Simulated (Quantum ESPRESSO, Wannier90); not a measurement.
# Cs2O (R-3m), plane waves to Wannier functions

Structure: Materials Project mp-7988, symmetrised, not relaxed again. COD (Crystallography Open Database) has an entry of this formula and space group (matched by these alone). Method: PBEsol plane waves in Quantum ESPRESSO 7.5 (PseudoDojo norm-conserving files, 68 Ry, no spin polarisation, no spin-orbit coupling), Bloch states on a 8×8×8 mesh through Γ, Wannier90 4.0.1. Density: 8×8×8 mesh, Gaussian smearing 0.01 Ry. Spin-orbit coupling is left out although heavy elements are present.

On the energy scale of pw.x, whose zero is arbitrary, the valence-band maximum lies at 5.88 eV.

Input w.win:

```
num_bands = 2
num_wann = 2
exclude_bands = 3-21
num_iter = 1000
conv_tol = 1.0e-6
conv_window = 4
write_hr = true
write_u_matrices = true
auto_projections = true
begin unit_cell_cart
ang
   -2.0989649950    3.6355140146    0.0000000000
   -4.1979299899    0.0000000000    0.0000000000
   -2.0989649950    1.2118380049    6.6979970000
end unit_cell_cart
begin atoms_frac
Cs  -0.2578800000 -0.2578800000 -0.2263600000
Cs   0.2578800000  0.2578800000  0.2263600000
O    0.0000000000  0.0000000000  0.0000000000
end atoms_frac
mp_grid = 8 8 8
begin kpoints
0.0000000000 0.0000000000 0.0000000000
0.0000000000 0.0000000000 0.1250000000
0.0000000000 0.0000000000 0.2500000000
... (509 more lines: the 8x8x8 mesh through Gamma)
end kpoints
```

Input of pw2wannier90.x that gives the overlap and projection files (equivalent; here they were cut from one run over all bands):

```
&inputpp
  outdir = './out'
  prefix = 'pwscf'
  seedname = 'w'
  write_amn = .true.
  write_mmn = .true.
  atom_proj = .true.
  atom_proj_exclude = 2 3 4 5 7 8 9 10 11 12 13 14
/
```

Output w.wout (banner and timings cut):

```
                                    ------
                                    SYSTEM
                                    ------

                              Lattice Vectors (Ang)
                    a_1    -2.098965   3.635514   0.000000
                    a_2    -4.197930   0.000000   0.000000
                    a_3    -2.098965   1.211838   6.697997

                   Unit Cell Volume:     102.22237  (Ang^3)

                        Reciprocal-Space Vectors (Ang^-1)
                    b_1     0.000000   1.728280  -0.312690
                    b_2    -1.496734  -0.864140  -0.312690
                    b_3     0.000000   0.000000   0.938069

 *----------------------------------------------------------------------------*
 |   Site       Fractional Coordinate          Cartesian Coordinate (Ang)     |
 +----------------------------------------------------------------------------+
 | cs   1  -0.25788  -0.25788  -0.22636   |    2.09896  -1.21184  -1.51616    |
 | cs   2   0.25788   0.25788   0.22636   |   -2.09896   1.21184   1.51616    |
 | o    1   0.00000   0.00000   0.00000   |   -0.00000   0.00000   0.00000    |
 *----------------------------------------------------------------------------*
                                ------------
                                K-POINT GRID
                                ------------

             Grid size =  8 x  8 x  8      Total points =  512

 *---------------------------------- MAIN ------------------------------------*
 |  Number of Wannier Functions               :                 2             |
 |  Number of Objective Wannier Functions     :                 2             |
 |  Number of input Bloch states              :                 2             |
 |  Output verbosity (1=low, 5=high)          :                 1             |
 |  Timing Level (1=low, 5=high)              :                 1             |
 |  Optimisation (0=memory, 3=speed)          :                 3             |
 |  Length Unit                               :               Ang             |
 |  Post-processing setup (write *.nnkp)      :                 F             |
 |  Using Gamma-only branch of algorithms     :                 F             |
 *----------------------------------------------------------------------------*
 *------------------------------- WANNIERISE ---------------------------------*
 |  Total number of iterations                :              1000             |
 |  Number of CG steps before reset           :                 5             |
 |  Trial step length for line search         :             2.000             |
 |  Convergence tolerence                     :         0.100E-05             |
 |  Convergence window                        :                 4             |
 |  Iterations between writing output         :                 1             |
 |  Iterations between backing up to disk     :               100             |
 |  Write r^2_nm to file                      :                 F             |
 |  Write xyz WF centres to file              :                 F             |
 |  Write on-site energies <0n|H|0n> to file  :                 F             |
 |  Use guiding centre to control phases      :                 F             |
 |  Use phases for initial projections        :                 F             |
 *----------------------------------------------------------------------------*
 *-------------------------------- PLOTTING ----------------------------------*
 |  Plotting Hamiltonian in WF basis          :                 T             |
 *----------------------------------------------------------------------------*

       ... (k-mesh section left out)

 Starting a new Wannier90 calculation ...

 Reading overlaps from w.mmn

 Reading projections from w.amn

 *------------------------------- WANNIERISE ---------------------------------*
 +--------------------------------------------------------------------+<-- CONV
 | Iter  Delta Spread     RMS Gradient      Spread (Ang^2)            |<-- CONV
 +--------------------------------------------------------------------+<-- CONV

 ------------------------------------------------------------------------------
 Initial State
  WF centre and spread    1  (  2.098965, -1.211838, -1.536998 )     0.98164985
  WF centre and spread    2  ( -2.098965,  1.211838,  1.536998 )     0.98164985
  Sum of centres and spreads ( -0.000000,  0.000000, -0.000000 )     1.96329971

      0     0.196E+01     0.0000000000        1.9632997090  <-- CONV
        O_D=      0.0000318 O_OD=      0.0000170 O_TOT=      1.9632997 <-- SPRD
 ------------------------------------------------------------------------------
      1    -0.647E-08     0.0000505192        1.9632997025  <-- CONV
        O_D=      0.0000318 O_OD=      0.0000170 O_TOT=      1.9632997 <-- SPRD
      2    -0.363E-12     0.0000088640        1.9632997025  <-- CONV
        O_D=      0.0000318 O_OD=      0.0000170 O_TOT=      1.9632997 <-- SPRD
      3    -0.149E-09     0.0000088541        1.9632997024  <-- CONV
        O_D=      0.0000318 O_OD=      0.0000170 O_TOT=      1.9632997 <-- SPRD
      4    -0.222E-13     0.0000032807        1.9632997024  <-- CONV
        O_D=      0.0000318 O_OD=      0.0000170 O_TOT=      1.9632997 <-- SPRD
             <<<     Delta < 1.000E-06  over  4 iterations     >>>
             <<< Wannierisation convergence criteria satisfied >>>
 Final State
  WF centre and spread    1  (  2.098965, -1.211838, -1.536998 )     0.98164985
  WF centre and spread    2  ( -2.098965,  1.211838,  1.536998 )     0.98164985
  Sum of centres and spreads ( -0.000000,  0.000000, -0.000000 )     1.96329970

         Spreads (Ang^2)       Omega I      =     1.963250920
        ================       Omega D      =     0.000031775
                               Omega OD     =     0.000017007
    Final Spread (Ang^2)       Omega Total  =     1.963299702
```
